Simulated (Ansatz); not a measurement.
# Ca4RuN4, one structure, two calculations

Cell: a Materials Project structure (computed, not necessarily an observed phase), taken as it stands.

Space group P-1 (No. 2); a = 6.0524, b = 6.0730, c = 8.6364 Å, α = 87.60°, β = 70.23°, γ = 69.38°.

| site | Wyckoff | site symmetry | x | y | z |
| --- | --- | --- | --- | --- | --- |
| Ca1 | 2i | 1 | 0.7349 | 0.7832 | 0.8455 |
| Ca3 | 2i | 1 | 0.1914 | 0.7274 | 0.0188 |
| Ca5 | 2i | 1 | 0.0595 | 0.7339 | 0.4312 |
| Ca7 | 2i | 1 | 0.5719 | 0.2096 | 0.3793 |
| Ru | 2i | 1 | 0.6147 | 0.7009 | 0.2432 |
| N11 | 2i | 1 | 0.3016 | 0.9821 | 0.3832 |
| N13 | 2i | 1 | 0.7314 | 0.9448 | 0.1099 |
| N15 | 2i | 1 | 0.4192 | 0.5212 | 0.2024 |
| N17 | 2i | 1 | 0.1715 | 0.5037 | 0.6616 |

One atom of each set is listed.

First run. Method: Kohn–Sham DFT in Ansatz, PBE, plane waves and PAW, scalar-relativistic, collinear spin, 420 eV cutoff, Γ-centred 6×6×4 k-points, Fermi–Dirac smearing 0.05 eV. Start moments as typed (μB): 2 on each Ru, none on the rest.

```json
{"site": "Ca1", "V_zz (10²¹ V/m²)": "-2.22", "η": "0.33"}
{"site": "Ca3", "V_zz (10²¹ V/m²)": "-4.69", "η": "0.98"}
{"site": "Ca5", "V_zz (10²¹ V/m²)": "5.59", "η": "0.76"}
{"site": "Ca7", "V_zz (10²¹ V/m²)": "3.63", "η": "0.52"}
{"site": "Ru", "V_zz (10²¹ V/m²)": "18.56", "η": "0.27"}
{"site": "N11", "V_zz (10²¹ V/m²)": "4.53", "η": "0.65"}
{"site": "N13", "V_zz (10²¹ V/m²)": "-3.74", "η": "0.34"}
{"site": "N15", "V_zz (10²¹ V/m²)": "-3.82", "η": "0.89"}
{"site": "N17", "V_zz (10²¹ V/m²)": "1.19", "η": "0.89"}
```

Second run. The same atoms and settings, except that the functional is r2SCAN and the cutoff is 500 eV.

(1) What does the second run give?

## Answers

(1) 

```tsv
site	V_zz	η	change of V_zz
Ca1	-2.24	0.44	-0.02
Ca3	-5.00	0.98	-0.31
Ca5	5.81	0.77	+0.22
Ca7	3.86	0.46	+0.23
Ru	21.0	0.26	+2.44
N11	4.87	0.68	+0.34
N13	-4.17	0.32	-0.43
N15	-4.36	0.84	-0.54
N17	1.37	0.69	+0.18
```

The largest change of V_zz is on Ru, from 18.56 to 21.0. In per cent, |V_zz| changes by +1 to +7 on Ca, +13 on Ru, +8 to +14 on N (all sites that start above 2). Where |V_zz| stays above 0.1, η moves most on N17, from 0.89 to 0.69.

The run finds no gap above 0.1 eV (a metal, or nearly one), so the gradients can move by 10 % or more with the k-mesh. Without spin–orbit coupling (the program notes it for Ru) the gradients can shift somewhat, as the gap is small. With these PAW files V_zz is typically within 2 to 3 % of all-electron values, but misses above 10 % occur on Ru. Semilocal functionals make gaps too small and can close them, so the real compound need not be a metal. The start moments die out, and the run ends without spin.
For the first run: The largest force is 0.3 eV/Å, so the atoms aren't at the calculated equilibrium and relaxing them would move these values.
For the second run: The largest force is 0.6 eV/Å, so the atoms aren't at the calculated equilibrium and relaxing them would move these values. The program didn't check the stability of this electronic state in full, so a lower one may lie near.
